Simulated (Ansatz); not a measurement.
## Calculated with Ansatz: NbSb$_{4}$, relaxation

input.yaml:

```yaml
crystal:
  lattice:
    - [6.292349, 0.0, 0.0]
    - [0.0, 6.292349, 0.0]
    - [0.0, 0.0, 6.576662]
  atoms:
    - { symbol: Nb, position: [0.0, 0.0, 0.235] }
    - { symbol: Nb, position: [0.0, 0.0, 0.735] }
    - { symbol: Sb, position: [0.144, 0.3278, 0.0] }
    - { symbol: Sb, position: [0.6722, 0.144, 0.0] }
    - { symbol: Sb, position: [0.856, 0.6722, 0.0] }
    - { symbol: Sb, position: [0.3278, 0.856, 0.0] }
    - { symbol: Sb, position: [0.856, 0.3278, 0.5] }
    - { symbol: Sb, position: [0.3278, 0.144, 0.5] }
    - { symbol: Sb, position: [0.144, 0.6722, 0.5] }
    - { symbol: Sb, position: [0.6722, 0.856, 0.5] }
  symmetry: { tolerance: 0.0003 }
kpoints:
  mp_grid: { grid: [6, 6, 5], shift: [0, 0, 0] }
magnetization:
  spin_polarized: false
scf:
  occupations: { method: fermi_dirac }
  lower_state_search: "off"
hamiltonian:
  pseudopotentials: { kind: paw }
  xc: r2scan
basis:
  ecutwfc: 500
  fft_grid_basis: typed
relax:
  max_steps: 40
  cell: { p_target: 0.0 }
  f_tol: 0.03
output:
  forces: true
  stress: true
  eigenvalues: true
  bader: true
  populations: true
  elf: true
  write_potential: true
  volumetric_format: npy
  dos:
    e_range: [-12, 8]
    de: 0.05
    projected: { site_lists: { Nb: [Nb], Sb: [Sb] } }
checkpoint:
  read: saved_state
```

The command:

```bash
ansatz run input.yaml --threads 2 --pin off --max-ram 2560MiB --backend cpu --events-out ev --progress --plain --runs-dir out
```

Origin of the cell: a known structure type with other elements, at an estimated volume, so it need not be a known compound.

The smearing width isn't typed, so it takes its default of 0.1 eV.

The saved state is a converged single point of the same cell.

Steps («new basis» is an SCF on plane waves selected anew at the same cell):

```tsv
step	ΔF (meV/atom)	max force component (eV/Å)	P (GPa)	volume (Å³)	SCF iterations	step was
1	0.0	1.107	7.13	260.39	6	accepted
2	-24.9	0.411	-5.77	294.50	9	accepted
3	-72.6	0.023	-1.64	275.68	7	accepted
4	-96.3	0.357	1.12	259.73	7	accepted
5	-125.9	0.192	2.43	249.14	8	accepted
6	-101.2	0.678	-4.49	268.12	7	rejected
7	-144.4	0.150	0.38	255.31	10	accepted
8	-153.6	0.069	-0.11	262.23	7	accepted
9	-156.6	0.059	1.72	262.40	6	accepted
10	-159.5	0.047	-0.27	275.68	7	accepted
11	-160.4	0.012	-0.09	271.29	6	accepted
12	-160.5	0.001	0.00	271.39	6	accepted
13	-161.0	0.001	0.01	271.39	6	new basis
```

Step 1, with forces in eV/Å:

```xyz
10
Lattice="6.292 0.000 0.000 0.000 6.292 0.000 0.000 0.000 6.577" Properties=species:S:1:pos:R:3:forces:R:3 pbc="T T T" step=1
Nb    0.000    0.000    1.546    0.000    0.000    1.107
Nb    0.000    0.000    4.834    0.000    0.000    1.107
Sb    0.906    2.063    0.000    0.874    0.306   -0.277
Sb    4.230    0.906    0.000   -0.306    0.874   -0.277
Sb    5.386    4.230    0.000   -0.874   -0.306   -0.277
Sb    2.063    5.386    0.000    0.306   -0.874   -0.277
Sb    5.386    2.063    3.288   -0.874    0.306   -0.277
Sb    2.063    0.906    3.288    0.306    0.874   -0.277
Sb    0.906    4.230    3.288    0.874   -0.306   -0.277
Sb    4.230    5.386    3.288   -0.306   -0.874   -0.277
```

Step 2, with forces in eV/Å:

```xyz
10
Lattice="6.533 0.000 0.000 0.000 6.533 0.000 0.000 0.000 6.899" Properties=species:S:1:pos:R:3:forces:R:3 pbc="T T T" step=2
Nb    0.000    0.000    1.710    0.000    0.000   -0.019
Nb    0.000    0.000    5.159    0.000    0.000   -0.019
Sb    1.088    2.145   -0.022   -0.276   -0.411    0.005
Sb    4.389    1.088   -0.022    0.411   -0.276    0.005
Sb    5.445    4.389   -0.022    0.276    0.411    0.005
Sb    2.145    5.445   -0.022   -0.411    0.276    0.005
Sb    5.445    2.145    3.428    0.276   -0.411    0.005
Sb    2.145    1.088    3.428   -0.411   -0.276    0.005
Sb    1.088    4.389    3.428   -0.276    0.411    0.005
Sb    4.389    5.445    3.428    0.411    0.276    0.005
```

Step 3, with forces in eV/Å:

```xyz
10
Lattice="6.416 0.000 0.000 0.000 6.416 0.000 0.000 0.000 6.697" Properties=species:S:1:pos:R:3:forces:R:3 pbc="T T T" step=3
Nb    0.000    0.000    1.651    0.000    0.000    0.022
Nb    0.000    0.000    4.999    0.000    0.000    0.022
Sb    1.056    2.101   -0.019    0.023    0.023   -0.006
Sb    4.315    1.056   -0.019   -0.023    0.023   -0.006
Sb    5.360    4.315   -0.019   -0.023   -0.023   -0.006
Sb    2.101    5.360   -0.019    0.023   -0.023   -0.006
Sb    5.360    2.101    3.329   -0.023    0.023   -0.006
Sb    2.101    1.056    3.329    0.023    0.023   -0.006
Sb    1.056    4.315    3.329    0.023   -0.023   -0.006
Sb    4.315    5.360    3.329   -0.023   -0.023   -0.006
```

Step 4, with forces in eV/Å:

```xyz
10
Lattice="6.371 0.000 0.000 0.000 6.371 0.000 0.000 0.000 6.399" Properties=species:S:1:pos:R:3:forces:R:3 pbc="T T T" step=4
Nb    0.000    0.000    1.580    0.000    0.000    0.003
Nb    0.000    0.000    4.780    0.000    0.000    0.003
Sb    1.077    2.117   -0.019    0.127    0.357   -0.001
Sb    4.254    1.077   -0.019   -0.357    0.127   -0.001
Sb    5.294    4.254   -0.019   -0.127   -0.357   -0.001
Sb    2.117    5.294   -0.019    0.357   -0.127   -0.001
Sb    5.294    2.117    3.181   -0.127    0.357   -0.001
Sb    2.117    1.077    3.181    0.357    0.127   -0.001
Sb    1.077    4.254    3.181    0.127   -0.357   -0.001
Sb    4.254    5.294    3.181   -0.357   -0.127   -0.001
```

Step 5, with forces in eV/Å:

```xyz
10
Lattice="6.404 0.000 0.000 0.000 6.404 0.000 0.000 0.000 6.075" Properties=species:S:1:pos:R:3:forces:R:3 pbc="T T T" step=5
Nb    0.000    0.000    1.507    0.000    0.000   -0.051
Nb    0.000    0.000    4.545    0.000    0.000   -0.051
Sb    1.114    2.178   -0.020   -0.058    0.192    0.013
Sb    4.226    1.114   -0.020   -0.192   -0.058    0.013
Sb    5.290    4.226   -0.020    0.058   -0.192    0.013
Sb    2.178    5.290   -0.020    0.192    0.058    0.013
Sb    5.290    2.178    3.018    0.058    0.192    0.013
Sb    2.178    1.114    3.018    0.192   -0.058    0.013
Sb    1.114    4.226    3.018   -0.058   -0.192    0.013
Sb    4.226    5.290    3.018   -0.192    0.058    0.013
```

Step 7, with forces in eV/Å:

```xyz
10
Lattice="6.556 0.000 0.000 0.000 6.556 0.000 0.000 0.000 5.941" Properties=species:S:1:pos:R:3:forces:R:3 pbc="T T T" step=7
Nb    0.000    0.000    1.475    0.000    0.000   -0.050
Nb    0.000    0.000    4.446    0.000    0.000   -0.050
Sb    1.109    2.253   -0.020   -0.125   -0.150    0.013
Sb    4.302    1.109   -0.020    0.150   -0.125    0.013
Sb    5.447    4.302   -0.020    0.125    0.150    0.013
Sb    2.253    5.447   -0.020   -0.150    0.125    0.013
Sb    5.447    2.253    2.951    0.125   -0.150    0.013
Sb    2.253    1.109    2.951   -0.150   -0.125    0.013
Sb    1.109    4.302    2.951   -0.125    0.150    0.013
Sb    4.302    5.447    2.951    0.150    0.125    0.013
```

Step 8, with forces in eV/Å:

```xyz
10
Lattice="6.674 0.000 0.000 0.000 6.674 0.000 0.000 0.000 5.887" Properties=species:S:1:pos:R:3:forces:R:3 pbc="T T T" step=8
Nb    0.000    0.000    1.454    0.000    0.000   -0.002
Nb    0.000    0.000    4.398    0.000    0.000   -0.002
Sb    1.088    2.263   -0.018   -0.069   -0.036    0.000
Sb    4.411    1.088   -0.018    0.036   -0.069    0.000
Sb    5.587    4.411   -0.018    0.069    0.036    0.000
Sb    2.263    5.587   -0.018   -0.036    0.069    0.000
Sb    5.587    2.263    2.926    0.069   -0.036    0.000
Sb    2.263    1.088    2.926   -0.036   -0.069    0.000
Sb    1.088    4.411    2.926   -0.069    0.036    0.000
Sb    4.411    5.587    2.926    0.036    0.069    0.000
```

Step 9, with forces in eV/Å:

```xyz
10
Lattice="6.814 0.000 0.000 0.000 6.814 0.000 0.000 0.000 5.651" Properties=species:S:1:pos:R:3:forces:R:3 pbc="T T T" step=9
Nb    0.000    0.000    1.390    0.000    0.000    0.043
Nb    0.000    0.000    4.216    0.000    0.000    0.043
Sb    1.059    2.295   -0.016    0.059    0.018   -0.011
Sb    4.519    1.059   -0.016   -0.018    0.059   -0.011
Sb    5.755    4.519   -0.016   -0.059   -0.018   -0.011
Sb    2.295    5.755   -0.016    0.018   -0.059   -0.011
Sb    5.755    2.295    2.810   -0.059    0.018   -0.011
Sb    2.295    1.059    2.810    0.018    0.059   -0.011
Sb    1.059    4.519    2.810    0.059   -0.018   -0.011
Sb    4.519    5.755    2.810   -0.018   -0.059   -0.011
```

Step 10, with forces in eV/Å:

```xyz
10
Lattice="6.953 0.000 0.000 0.000 6.953 0.000 0.000 0.000 5.702" Properties=species:S:1:pos:R:3:forces:R:3 pbc="T T T" step=10
Nb    0.000    0.000    1.408    0.000    0.000    0.000
Nb    0.000    0.000    4.260    0.000    0.000    0.000
Sb    1.037    2.308   -0.017    0.047    0.034    0.000
Sb    4.645    1.037   -0.017   -0.034    0.047    0.000
Sb    5.916    4.645   -0.017   -0.047   -0.034    0.000
Sb    2.308    5.916   -0.017    0.034   -0.047    0.000
Sb    5.916    2.308    2.834   -0.047    0.034    0.000
Sb    2.308    1.037    2.834    0.034    0.047    0.000
Sb    1.037    4.645    2.834    0.047   -0.034    0.000
Sb    4.645    5.916    2.834   -0.034   -0.047    0.000
```

Step 13, with forces in eV/Å:

```xyz
10
Lattice="6.906 0.000 0.000 0.000 6.906 0.000 0.000 0.000 5.691" Properties=species:S:1:pos:R:3:forces:R:3 pbc="T T T" step=13
Nb    0.000    0.000    1.406    0.000    0.000    0.000
Nb    0.000    0.000    4.251    0.000    0.000    0.000
Sb    1.055    2.305   -0.017    0.000   -0.001    0.000
Sb    4.600    1.055   -0.017    0.001    0.000    0.000
Sb    5.851    4.600   -0.017    0.000    0.001    0.000
Sb    2.305    5.851   -0.017   -0.001    0.000    0.000
Sb    5.851    2.305    2.829    0.000   -0.001    0.000
Sb    2.305    1.055    2.829   -0.001    0.000    0.000
Sb    1.055    4.600    2.829    0.000    0.001    0.000
Sb    4.600    5.851    2.829    0.001    0.000    0.000
```

- Free energy lowered by: 161.0 meV/atom
- Volume change: 4.22 %
- Final pressure: 0.01 GPa
- Relaxation steps listed: 13

Caveats: no moments, though an odd count or open d shells may carry them; no spin-orbit coupling, though heavy elements are present; the relaxation held the start's symmetry, so the end may be a saddle point.

Time: 20 min on 2 threads of Arm Neoverse V1, with other jobs on the host, peak memory 1.4 GiB, from a saved density.
